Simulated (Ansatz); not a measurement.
# Data sheet: PdSeO4 (DFT)

PdSeO₄:
```xyz
12
Lattice="3.8925 3.2083 0.0000 -3.8925 3.2083 0.0000 -1.1677 0.0000 7.6031" Properties=species:S:1:pos:R:3 pbc="T T T"
Pd    -2.5301     1.6041     3.8016
Pd     1.9463     1.6041     0.0000
Se    -0.2919     0.4242     1.9008
Se    -0.8758     5.9924     5.7023
O      1.6124     3.6566     5.4060
O     -2.7801     2.7599     2.1971
O     -3.3640     3.6566     5.9986
O      2.1962     2.7599     1.6045
O     -0.6288     1.3835     3.2428
O     -0.5389     5.0331     4.3603
O      0.0449     1.3835     0.5587
O     -1.2126     5.0331     7.0444
```

Space group C2/c (No. 15); conventional cell a = 7.785 Å, b = 6.417 Å, c = 7.692 Å, α = 90.00°, β = 98.73°, γ = 90.00°.

Method: plane-wave PAW PBEsol (Ansatz code). The cell and atoms are relaxed at this level. Other levels are named where they apply.

### Cell and energy

| Quantity | Result |
|---|---|
| Volume per atom | 15.83 Å³ |
| Density | 4.36 g/cm³ |
| Formation energy from the elements (no fitted shifts) | -0.49 eV/atom |

### Electronic structure

| Property | Value |
|---|---|
| Band gap | 1.33 eV (indirect) |
| Valence-band maximum | at Y2 (k = 0.500, 0.500, 0.000 in fractions of the reciprocal vectors) |
| Conduction-band minimum | on the Γ–M2 line, 85 % of the way from Γ (k = 0.427, -0.427, -0.422 in fractions of the reciprocal vectors) (2 equivalent valleys) |
| Smallest direct gap on the standard path | 1.49 eV |
| Electron effective mass | 1.0, 2.4, 3.1 mₑ (principal values) |
| Electron effective mass with spin–orbit coupling | 1.1, 2.4, 3.1 mₑ (principal values) |
| Hole effective mass | 1.7, 2.3, 4.2 mₑ (principal values) |
| Hole effective mass with spin–orbit coupling | 1.9, 2.7, 4.3 mₑ (principal values) |
| HSE06 gap on the PBEsol cell | 3.36 eV |
| Gap with spin–orbit coupling | 1.31 eV |

### Mechanics

| Property | Value |
|---|---|
| Elastic constants (relaxed ions, GPa) | C11 = 56.2, C22 = 20.0, C33 = 45.9, C12 = 21.7, C13 = 21.3, C23 = 15.3, C44 = 13.9, C55 = 27.3, C66 = 20.0, C15 = -13.9, C25 = 4.6, C35 = -13.5, C46 = 4.8 |
| Mechanical stability | stable (all eigenvalues of C positive) |

### Dielectric response

| Property | Result |
|---|---|
| Electronic dielectric constant ε∞ (DFPT) | 4.64 (xx), 4.33 (yy), 5.09 (zz) |
| Born charges (a third of the trace) | Pd +1.37, Se +4.05, O -1.37 to -1.34 e |

The first step of the workflow began from a Materials Project structure, measured or hypothetical; the Crystallography Open Database copy checked does not list it. Whether it is the stable phase at ambient conditions was not checked. The PBEsol relaxation kept the symmetry of its start; its stability against distortions is not shown here. The run is not spin-polarised. The references are the lowest solids computed at this level, not always the standard phases (solids in place of the gases). Scalar-relativistic: spin–orbit coupling is off unless named, which matters more the heavier the elements.

Potentials: the later of the program's two PAW sets.
